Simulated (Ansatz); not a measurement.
**Data sheet: Al2W (DFT)**

Al$_{2}$W:
```
Al2W
1.0
    0.00000     4.17378     4.47490
    2.47931     0.00000     4.47490
    2.47931     4.17378     0.00000
Al W
4 2
Direct
  0.08312   0.41688   0.08312
  0.41688   0.08312   0.41688
  0.16688   0.83312   0.16688
  0.83312   0.16688   0.83312
  0.75000   0.75000   0.75000
  0.50000   0.50000   0.50000
```

Space group Fddd (No. 70); conventional cell a = 4.9586 Å, b = 8.3476 Å, c = 8.9498 Å, α = β = γ = 90.00°.

Method: DFT-PBE in the program Ansatz with PAW potentials. The cell and atoms are relaxed at this level. Other levels are named where they apply.

**Cell and energy**

| Item | Result |
|---|---|
| Volume per atom | 15.44 Å³ |
| Density | 8.53 g/cm³ |
| Formation energy from the elements (no fitted shifts) | -0.062 eV/atom |

**Electronic structure**

| Item | Result |
|---|---|
| Electronic character | metallic (no gap) |
| Density of states at the Fermi level | 0.44 states/eV per atom (mean over ±0.08 eV) |

**Mechanics**

| Item | Result |
|---|---|
| Bulk modulus (Birch–Murnaghan fit) | 159 GPa |
| Pressure derivative B′ | 4.1 |

The start of the workflow was typed in or built on a structure type; neither database checked (COD, Materials Project) lists it. Its standing as an ambient phase is unchecked. Symmetry was held in the PBE relaxation; its stability against distortions is not shown here. The run is not spin-polarised. Axis ratios of metals converge slowly with the k-mesh, so a and c are less sure than the volume. The references are the lowest solids computed at this level, not always the standard phases. Spin–orbit coupling is left out wherever it is not named.

Potentials: the earlier of the program's two PAW sets.
